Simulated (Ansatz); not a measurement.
**ZrGeSb: computed property card**

ZrGeSb:
```yaml
crystal:
  lattice:
    - [3.82406, 0.00000, 0.00000]
    - [0.00000, 3.82406, 0.00000]
    - [0.00000, 0.00000, 8.69486]
  atoms:
    - { symbol: Zr, position: [0.50000, 0.00000, 0.24947] }
    - { symbol: Zr, position: [0.00000, 0.50000, 0.75053] }
    - { symbol: Ge, position: [0.50000, 0.50000, 0.00000] }
    - { symbol: Ge, position: [0.00000, 0.00000, 0.00000] }
    - { symbol: Sb, position: [0.50000, 0.00000, 0.61131] }
    - { symbol: Sb, position: [0.00000, 0.50000, 0.38869] }
```

Space group P4/nmm (No. 129); conventional cell a = b = 3.824 Å, c = 8.695 Å, α = β = γ = 90.00°.

Method: r²SCAN in the plane-wave PAW code Ansatz. The cell and atoms are relaxed at this level. Other levels are named where they apply.

### Cell and energy

- Volume per atom = 21.19 Å³
- Density = 7.46 g/cm³
- Formation energy from the elements (no fitted shifts) = -0.65 eV/atom

### Electronic structure

- Electronic character: metallic (no gap)
- Density of states at the Fermi level: 0.32 states/eV per atom (mean over ±0.08 eV)

The workflow started from a Materials Project entry (that database holds measured and hypothetical structures alike); the Crystallography Open Database copy checked does not list it. Whether it is the stable phase at ambient conditions was not checked. Symmetry was held in the r²SCAN relaxation; its stability against distortions is not shown here. The run is not spin-polarised. The references are the lowest solids computed at this level, not always the standard phases. Scalar-relativistic: spin–orbit coupling is off unless named, which matters more the heavier the elements.

Potentials: the later of the program's two PAW sets.
